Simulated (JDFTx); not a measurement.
```yaml
surface: Os(0001)
bulk: Os, P6_3/mmc, lattice of mp-49 (not re-optimised)
slab: 4 atoms in 4 planes, 1x1, 6.4 Å between the outermost planes
in-plane cell: 2.746 × 2.746 Å, 6.53 Å²
cell_height: 22.5 Å
sampling: 10×10×1 k mesh, Fermi smearing 0.01 Ha, no spin polarisation
```

Method: PBE, GBRV ultrasoft potentials, plane waves to 20/100 Ha, in a modified build of JDFTx. Liquid: CANDLE, water, 1 M NaCl. Between zero charge and 0.92 V from it the run gives σ = 13.0 μC/cm², a mean capacitance of 14.1 μF/cm². The liquid has ε = 78.4, a 1:1 salt at 1 M with linear (Debye) response, and T = 298 K.

Working it through: the Debye length, the diffuse-layer capacitance, and the inner capacitance that is left when the two stand in series.

Each ion has density c = 1 × 6.022×10⁻⁴ = 6.022e-04 Å⁻³. λ² = ε kT / (8π (e²/4πε₀) c) with kT = 0.02568 eV and e²/4πε₀ = 14.40 eV Å gives λ = 3.04 Å; the log prints 3.04 Å. C_diffuse = ε₀ε/λ = 228 μF/cm². Then 1/C_inner = 1/14.1 − 1/228, so C_inner = 15.0 μF/cm², which equals a vacuum gap of ε₀/C_inner = 0.59 Å. The diffuse layer takes 6 % of the potential drop; the rest lies between the electrode's charge and the onset of the dielectric, with the electrode's own (quantum) capacitance in it. The split is a model: in the calculation solvent and ions share one smooth cavity.
